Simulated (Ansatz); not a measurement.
CdGa2Se4 in space group I-4 (No. 82; Cd on 2a, Ga on 2d, Ga on 2b, Se on 8g) at seven volumes, plane-wave PAW PBEsol (Ansatz code), shape and atoms relaxed at each. One row is withheld.

```tsv
V (Å³/atom)	P (GPa)
22.978	?
23.735	2.64
24.493	1.20
25.251	0.00
26.008	-1.00
26.766	-1.86
27.523	-2.58
```

### Question
Fit the shown pressures and predict the withheld one.

### Answer
Third-order Birch–Murnaghan: P = (3/2)B₀(x^(7/2) − x^(5/2))[1 + (3/4)(B′ − 4)(x − 1)] with x = (V₀/V)^(2/3). Least squares on the six rows gives V₀ = 25.253 Å³/atom, B₀ = 36.70 GPa, B′ = 4.74. At V = 22.978, x = 1.0650 and P = 4.34 GPa. The run itself gave 4.38 GPa.

The workflow started from a Materials Project entry (that database holds measured and hypothetical structures alike); the Crystallography Open Database files this formula in space group No. 82, but the cells were not matched. Whether it is the stable phase at ambient conditions was not checked. The cell was relaxed with PBEsol under the symmetry of its start; its stability against distortions is not shown here.

Potentials: the later of the program's two PAW sets.
